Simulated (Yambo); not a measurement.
Absorption of a free-standing Li2WS4 monolayer (symmetry P-42m, slab cell 15.5 Å high) with and without the electron-hole interaction (Yambo, PBEsol bands; 4×4×1 mesh, 12 valence and 18 conduction bands, static screening with 129 bands and a 3 Ry block, scissor 3.20 eV, Tamm-Dancoff, stochastic integration of W near q = 0; field along x).

```tsv
E (eV)	Im α, BSE (Å)	Im α, independent quasiparticles (Å)
1.76	0.01	0.01
1.86	0.02	0.01
1.96	0.02	0.01
2.06	0.02	0.01
2.16	0.02	0.01
2.26	0.02	0.01
2.36	0.02	0.01
2.46	0.03	0.01
2.56	0.04	0.01
2.66	0.05	0.01
2.76	0.06	0.01
2.86	0.06	0.02
2.96	0.08	0.02
3.06	0.13	0.02
3.16	0.29	0.02
3.26	0.62	0.02
3.36	0.40	0.02
3.46	0.18	0.02
3.56	0.11	0.02
3.66	0.08	0.02
3.76	0.08	0.02
3.86	0.08	0.03
3.96	0.10	0.03
4.06	0.14	0.03
4.17	0.21	0.03
4.27	0.29	0.04
4.37	0.58	0.04
4.47	0.86	0.04
4.57	0.51	0.05
4.67	0.31	0.05
4.77	0.29	0.06
4.87	0.36	0.06
4.97	0.49	0.07
5.07	0.84	0.08
5.17	0.86	0.10
5.27	0.45	0.12
5.37	0.35	0.15
5.47	0.45	0.20
5.57	0.57	0.28
5.67	0.55	0.44
5.77	0.60	0.71
5.87	0.57	1.40
5.97	0.73	2.78
6.07	1.01	2.87
6.17	1.38	3.07
6.27	1.10	2.58
6.37	0.97	1.75
6.47	0.90	1.09
6.57	1.12	0.78
6.67	1.29	0.71
6.77	1.08	0.75
6.88	1.04	1.05
6.98	1.20	1.50
7.08	1.59	2.38
7.18	1.85	3.16
7.28	2.31	3.65
7.38	3.42	3.37
7.48	3.66	2.59
7.58	3.89	2.42
7.68	6.73	1.57
7.78	7.94	1.22
7.88	5.72	1.29
7.98	4.08	1.76
8.08	2.91	1.88
8.18	2.25	1.54
8.28	1.53	1.70
8.38	1.25	1.62
8.48	1.22	1.65
8.58	1.15	1.43
8.68	1.03	1.26
```

The scissor comes from a G0W0 run whose convergence isn't established. Broadening 0.1 eV. The band window holds all transitions up to 12.7 eV. Fine structure above the onset can come from the mesh.

Without spin-orbit coupling, band edges of such heavy elements can be off by tenths of an eV.

Geometry relaxed with PBEsol; primitive cell a = 5.9748 Å, b = 5.9748 Å, c = 15.5000 Å, α = 90.00°, β = 90.00°, γ = 90.00°.

This is a model layer cut from the bulk structure; whether it is stable on its own was not checked.
